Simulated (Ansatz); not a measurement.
Starting cell, ScAl$_{3}$ (Cu3Au type):

```yaml
crystal:
  lattice:
    - [4.10550, 0.00000, 0.00000]
    - [0.00000, 4.10550, 0.00000]
    - [0.00000, 0.00000, 4.10550]
  atoms:
    - { symbol: Al, position: [0.00000, 0.50000, 0.50000] }
    - { symbol: Al, position: [0.50000, 0.50000, 0.00000] }
    - { symbol: Al, position: [0.50000, 0.00000, 0.50000] }
    - { symbol: Sc, position: [0.00000, 0.00000, 0.00000] }
```

The atoms are displaced by Q × the pattern below (from a DFPT mode at Γ, largest move 1; Q in Å), at fixed cell. It is one choice among 3 degenerate patterns.

```json
[
 {"atom": "Al1", "x": "0.000", "y": "0.000", "z": "-1.000"},
 {"atom": "Al2", "x": "0.000", "y": "0.000", "z": "0.427"},
 {"atom": "Al3", "x": "0.000", "y": "0.000", "z": "-1.000"},
 {"atom": "Sc4", "x": "0.000", "y": "0.000", "z": "0.944"}
]
```

All values below come from PBE (plane waves to 420 eV, PAW, scalar-relativistic; Ansatz, an electronic-structure program). k mesh 11×11×11 (Γ-centred), Fermi-Dirac smearing 0.05 eV. E stands for the smeared free energy. With partly filled bands, energies and forces of such displacements shift with the k mesh and the smearing. ScAl3 is run without spin polarisation. ScAl3 was relaxed with its symmetry unable to fall. ΔE is measured from the undisplaced structure. The last digit holds for this mesh only.

```csv
Q (Å),ΔE (meV/cell)
-0.1000,withheld
-0.0833,137.9
-0.0667,88.1
-0.0500,49.5
-0.0333,22.0
-0.0167,5.5
0.0000,0.0
0.0167,5.5
0.0333,22.0
0.0500,49.5
0.0667,88.1
0.0833,137.9
0.1000,withheld
```

**Question.** Fit an even polynomial form (powers 2, 4) to the given rows and predict ΔE at Q = 0.1000.

**Answer.** Least squares on the 11 given rows: ΔE = (19740)·Q² + (18880)·Q⁴, in meV/cell with Q in Å; root-mean-square residual 0.06 meV/cell. At 0.1000 the fit gives 199.3 meV/cell; the calculation gives 198.9 meV/cell, so the extrapolation is off by 0.4 (+0.2 %). The quadratic term alone would give 197.4 meV/cell.

(For displaced atoms, the force is minus the slope of the energy, and its curvature is a force constant, which sets phonon frequencies.)
